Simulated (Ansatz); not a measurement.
# CdAgF4: a bulk modulus from differences

The structure comes from a generated guess, relaxed at this level; another structure or a mixture of phases may lie lower.

The calculation used DFT PBE, scalar-relativistic, plane waves, PAW in Ansatz 0.2.0. Settings of the last relaxation (6-atom cell): 420 eV, 10×10×8 k points, Gaussian smearing of 0.10 eV, collinear spin.

```
Cd Ag F
1.0
     3.88575    0.00000    0.00000
     0.00000    3.88575    0.00000
     0.00000    0.00000    5.45386
Cd Ag F
1 1 4
Direct
  0.00000 0.00000 0.00000
  0.50000 0.50000 0.50000
  0.50000 0.00000 0.75047
  0.00000 0.50000 0.24953
  0.50000 0.00000 0.24953
  0.00000 0.50000 0.75047
```

The cell was set to several volumes, with shape and atoms relaxed at each where symmetry leaves them free. Pressure is positive in compression, and energies count from the lowest row. No row has a gap on its mesh.

| row | V (Å³/atom) | P (GPa) | ΔE (meV/atom) | largest moment (μB) |
| --- | --- | --- | --- | --- |
| 1 | 12.078 | 15.32 | 69.2 | 0.56 |
| 2 | 12.489 | 10.39 | 36.4 | 0.56 |
| 3 | 12.901 | ? | ? | ? |
| 4 | 13.313 | 2.87 | 3.6 | 0.55 |
| 5 | 13.725 | 0.02 | 0.0 | 0.54 |
| 6 | 14.136 | -2.35 | 3.1 | 0.53 |
| 7 | 14.548 | -4.32 | 11.8 | 0.52 |
| 8 | 15.097 | -6.42 | 30.5 | 0.51 |

Problem. Find B = −V·ΔP/ΔV from rows 4 and 6 and from rows 1 and 2, and from the two its slope B′ and its value B0 at zero pressure.

Solution. Rows 4 and 6 give −(13.313 + 14.136)/2 × (-2.35 − (2.87))/(14.136 − 13.313) = 87.0 GPa at a mean pressure of 0.26 GPa. Rows 1 and 2 give −(12.078 + 12.489)/2 × (10.39 − (15.32))/(12.489 − 12.078) = 147.3 GPa at a mean pressure of 12.86 GPa. So B′ = (147.3 − 87.0)/(12.86 − (0.26)) = 4.79 and B0 = 87.0 − 4.79 × (0.26) = 85.8 GPa. A third-order Birch–Murnaghan fit to all the energies gives B0 = 86.5 GPa and B′ = 5.1.

Problem. Estimate the pressure and energy of row 3.

Solution. From row 5, V0 = 13.725 × (1 + (0.02)/85.8) = 13.728 Å³/atom. Murnaghan's form P = (B0/B′)·[(V0/V)^B′ − 1] gives (85.8/4.79) × [(13.728/12.901)^4.79 − 1] = 6.21 GPa; the computed pressure is 6.29 GPa, so the estimate is off by -0.08 GPa. The work of compression from row 4, with the mean of the two pressures, gives ΔE = 3.6 + (6.21 + 2.87)/2 × (13.313 − 12.901)/160.2 × 1000 = 15.3 meV/atom (1 eV/Å³ = 160.2 GPa); the computed value is 15.2 meV/atom. Its largest moment is 0.55 μB.

Another magnetic order may lie lower. All volumes keep the k mesh of the relaxed cell. Symmetry constrained the relaxation, so the result can be a saddle point.
